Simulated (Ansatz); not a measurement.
Problem. Each is relaxed and computed with the program Ansatz at the r²SCAN level (PAW). Which is the only metal?
(A) SiB12C2, R-3m (B on 18h, B on 18h, C on 6c, Si on 3b)
(B) TiC, rock salt
(C) BaTiO3, P4mm (Ba on 1b, Ti on 1a, O on 2c, O on 1a)
(D) SiC3, P-4m2 (C on 1a, C on 2g, Si on 1c)

Solution. B, TiC, rock salt. TiC: metal; BaTiO3: gap 2.23 eV (indirect); SiC3: gap 1.64 eV (indirect); SiB12C2: gap 1.87 eV (indirect). Typed or built starts, not in the databases checked: SiC3, P-4m2 (C on 1a, C on 2g, Si on 1c); SiB12C2, R-3m (B on 18h, B on 18h, C on 6c, Si on 3b). Unstable at this level: BaTiO3, P4mm (Ba on 1b, Ti on 1a, O on 2c, O on 1a). All cells were relaxed under the symmetry of their starts (and spin orders); stability against distortions was not tested throughout. Rows with no word on spin ran without spin polarisation. Spin–orbit coupling is left out wherever it is not named.

Potentials: the earlier of the program's two PAW sets.
